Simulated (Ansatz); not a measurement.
**ZrB2: field gradients at two levels of theory**

Cell: a COD entry, whose atoms a relaxation with PBE at fixed cell left in place.

```
Zr B
1.0
     3.17000    0.00000    0.00000
    -1.58500    2.74530    0.00000
     0.00000    0.00000    3.53300
Zr B
1 2
Direct
  0.00000 0.00000 0.00000
  0.33333 0.66667 0.50000
  0.66667 0.33333 0.50000
```

Sites (sets of like atoms) are named by element and the number of their first atom in this list.

First run. The numbers come from a DFT calculation in Ansatz (PBE, plane waves and PAW, scalar-relativistic, 420 eV cutoff, Γ-centred 17×17×13 k-points, Fermi–Dirac smearing 0.05 eV).

| site | atom | V_zz (10²¹ V/m²) | η |
| --- | --- | --- | --- |
| Zr | 1 | 4.54 | 0.00 |
| B | 2 | 0.058 | 0.00 |

Second run. The same atoms and settings, except that the functional is LDA.

**Question.** Given the first result, estimate the second.

**Answer.** 

```tsv
site	atom	V_zz	η	change of V_zz
Zr	1	4.83	0.00	+0.29
B	2	0.071	0.00	+0.01
```

The largest change of V_zz is on Zr, from 4.54 to 4.83. In per cent, |V_zz| changes by +6 on Zr (all sites that start above 2).

The run finds no gap above 0.1 eV (a metal, or nearly one), so the gradients can move by 10 % or more with the k-mesh. Without spin–orbit coupling (the program notes it for Zr) the gradients can shift somewhat, as the gap is small.
For the second run: At this cell the LDA pressure is -9 GPa, so with LDA the cell would shrink if it were relaxed.
